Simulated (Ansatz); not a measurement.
Here is the system:

BeS (rock salt, Fm-3m), a = b = c = 4.6343 Å, α = β = γ = 90.00°; the cell used has 2 atoms.

This is the r²SCAN-relaxed structure.

All from the program Ansatz at the r²SCAN level (PAW), unless another level is named. Predict the smallest direct gap on the standard path.

4.60 eV.

What about the HSE06 gap on the r²SCAN cell?

1.73 eV.

What about the electron effective mass?

0.28, 0.28, 0.90 mₑ (principal values).

Next, the formation energy from the elements (no fitted shifts)?

-605 meV/atom.

Predict the valence-band maximum.

on the K–Γ line, 61 % of the way from K.

The start of the workflow was typed in or built on a structure type; neither database checked (COD, Materials Project) lists it. COD files the formula under space group No. 216, so this cell is another polymorph or a model. Its standing as an ambient phase is unchecked. The r²SCAN relaxation kept the symmetry of its start; its stability against distortions is not shown here. The references are the lowest solids computed at this level, not always the standard phases.

Potentials: the later of the program's two PAW sets.
